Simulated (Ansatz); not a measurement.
### Question
Re (dhcp (α-La type), P6_3/mmc) is relaxed with the program Ansatz at the LDA level (PAW). What lattice parameters of the conventional cell result?

### Answer
a = 2.738 Å, c = 8.824 Å.

The first step of the workflow began from a Materials Project structure, measured or hypothetical. Its sites differ from those of the usual phase in this space group: another stacking or structure type. Symmetry was held in the LDA relaxation; its stability against distortions is not shown here. No spin polarisation was allowed. Axis ratios of metals converge slowly with the k-mesh, so a and c are less sure than the volume. Scalar-relativistic: spin–orbit coupling is off unless named, which matters more the heavier the elements.

Potentials: the later of the program's two PAW sets.
